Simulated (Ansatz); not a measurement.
Cu3Si in space group I4/mmm (No. 139; Si on 2a, Cu on 4d, Cu on 2b) under volume change, LDA (plane waves, PAW; program Ansatz), shape and atoms relaxed at each volume.

```
V (Å³/atom)  E − E(relaxed) (meV/atom)  P (GPa)
-----------  -------------------------  -------
10.133                            61.9    21.74
10.467                            25.8    13.15
10.801                             6.1     5.98
11.135                             0.0     0.00
11.469                             5.4    -5.00
11.803                            20.3    -9.15
12.137                            43.1   -12.64
```

Q: What does a third-order Birch–Murnaghan fit give for V₀, B₀ and B′?

A: V₀ = 11.14 Å³/atom, B₀ = 182 GPa, B′ = 5.0.

The first step of the workflow began from a Materials Project structure, measured or hypothetical; the Crystallography Open Database copy checked does not list it. Whether it is the stable phase at ambient conditions was not checked. The LDA relaxation kept the symmetry of its start; whether a distortion lowers the energy is not shown. No spin polarisation was allowed.

Potentials: the later of the program's two PAW sets.
